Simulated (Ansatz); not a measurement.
Relaxed InAs (zinc blende):

```
InAs
1.0
    0.00000     6.10911     6.10911
    3.05455     0.00000     3.05455
    3.05455     3.05455     0.00000
As In
2 2
Direct
  0.37500   0.75000   0.75000
  0.87500   0.75000   0.75000
  0.00000   0.00000   0.00000
  0.50000   0.00000   0.00000
```

Calculation: r2SCAN (plane waves to 500 eV, PAW, scalar-relativistic; Ansatz, an electronic-structure program). k mesh 4×8×8 (Γ-centred), Fermi-Dirac smearing 0.05 eV. InAs was relaxed with its symmetry unable to fall.

One atom of the cell was then moved (with its periodic images), all else fixed, and the forces (eV/Å) came out as:

```json
[
 {"atom": "As1", "Fx": "0.310", "Fy": "-0.233", "Fz": "-0.233"},
 {"atom": "As2", "Fx": "1.177", "Fy": "0.236", "Fz": "0.236"},
 {"atom": "In3", "Fx": "-1.587", "Fy": "0.113", "Fz": "0.113"},
 {"atom": "In4", "Fx": "0.100", "Fy": "-0.116", "Fz": "-0.116"}
]
```

**Question.** Which atom was moved, and by which vector (Å)?

**Answer.** In3, by (0.21, 0.00, 0.00), 0.21 Å in all.

(A displaced cell: forces are minus the slopes of the energy, force constants its curvatures, and phonons follow from these.)
